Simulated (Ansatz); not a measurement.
Computed with DFT PBE, scalar-relativistic, plane waves, PAW in Ansatz. Each cell gets a short relaxation within its symmetry: 420 eV, a coarse mesh through Γ, smearing of 0.15 eV, at most 16 steps to 0.08 eV/Å and 0.8 GPa. Magnetic atoms start with parallel moments. Energies are free energies per atom, good to about 0.1 eV/atom between metallic cells, end volumes are rough, and groups of ends are read at 0.1 Å.

Two trial cells of TiMoSe4, not yet relaxed:

A.

```cif
data_structure
_symmetry_space_group_name_H-M 'P-6m2'
_symmetry_Int_Tables_number 187
_cell_length_a 3.3883
_cell_length_b 3.3883
_cell_length_c 13.5189
_cell_angle_alpha 90.000
_cell_angle_beta 90.000
_cell_angle_gamma 120.000
_cell_volume 134.41
loop_
_atom_site_label
_atom_site_type_symbol
_atom_site_symmetry_multiplicity
_atom_site_Wyckoff_symbol
_atom_site_fract_x
_atom_site_fract_y
_atom_site_fract_z
_atom_site_occupancy
Ti1 Ti 1 f 0.66667 0.33333 0.50000 1
Mo1 Mo 1 e 0.66667 0.33333 0.00000 1
Se1 Se 2 h 0.33333 0.66667 0.62596 1
Se2 Se 2 g 0.00000 0.00000 0.87812 1
```

B.

```cif
data_structure
_symmetry_space_group_name_H-M 'P-43m'
_symmetry_Int_Tables_number 215
_cell_length_a 4.9732
_cell_length_b 4.9732
_cell_length_c 4.9732
_cell_angle_alpha 90.000
_cell_angle_beta 90.000
_cell_angle_gamma 90.000
_cell_volume 123.00
loop_
_atom_site_label
_atom_site_type_symbol
_atom_site_symmetry_multiplicity
_atom_site_Wyckoff_symbol
_atom_site_fract_x
_atom_site_fract_y
_atom_site_fract_z
_atom_site_occupancy
Ti1 Ti 1 b 0.50000 0.50000 0.50000 1
Mo1 Mo 1 a 0.00000 0.00000 0.00000 1
Se1 Se 4 e 0.14921 0.14921 0.85079 1
```

Problem. Which is lower as given, and which after relaxing?

Solution. As given, A is lower by 38.06 eV/atom. Relaxed, A is lower by 0.57 eV/atom, so the order holds. A goes from P-6m2 at 22.4 Å³/atom to P-6m2 at 24.1 Å³/atom and gains 0.02 eV/atom. B goes from P-43m at 20.5 Å³/atom to P-43m at 28.0 Å³/atom and gains 37.51 eV/atom. The closest pair in A goes from Mo–Se at 2.56 Å to Ti–Se at 2.56 Å. The closest pair in B goes from Mo–Se at 1.29 Å to Mo–Se at 2.36 Å. At the end: counting Se atoms around Mo and Ti (those within 1.25 times the shortest such distance or 1.15 times the sum of covalent radii), A has Ti 6, Mo 6 and B has Ti 4, Mo 4.

No dispersion correction is applied, so the spacing and binding between layers, chains or molecules are poorly described (P-6m2), and this can change margins and order among such cells. Other magnetic orders may lie lower.
